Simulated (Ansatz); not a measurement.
BaC2:
```xyz
3
Lattice="2.6005 1.5014 2.4729 -2.6005 1.5014 2.4729 0.0000 -3.0028 2.4729" Properties=species:S:1:pos:R:3 pbc="T T T"
Ba     0.0000     0.0000     0.0000
C      0.0000     0.0000     4.3379
C      0.0000     0.0000     3.0807
```

r²SCAN in the plane-wave PAW code Ansatz gives a gap of 1.79 eV without spin–orbit coupling, maximum at T, minimum at Γ.

Question: What happens when spin–orbit coupling is switched on?

Answer: The gap stays essentially unchanged, to 1.79 eV; maximum at T, minimum at Γ.

Question: Give the electron effective mass with spin–orbit coupling.

Answer: 0.39, 0.48, 0.48 mₑ (principal values).

Question: Give the hole effective mass with spin–orbit coupling.

Answer: 0.48, 7.2, 7.2 mₑ (principal values).

Space group R-3m. The first step of the workflow began from a Materials Project structure, measured or hypothetical; the Crystallography Open Database copy checked does not list it. Whether it is the stable phase at ambient conditions was not checked. The cell was relaxed with r²SCAN under the symmetry of its start; phonons on a q-mesh show no instability.

Potentials: the later of the program's two PAW sets.
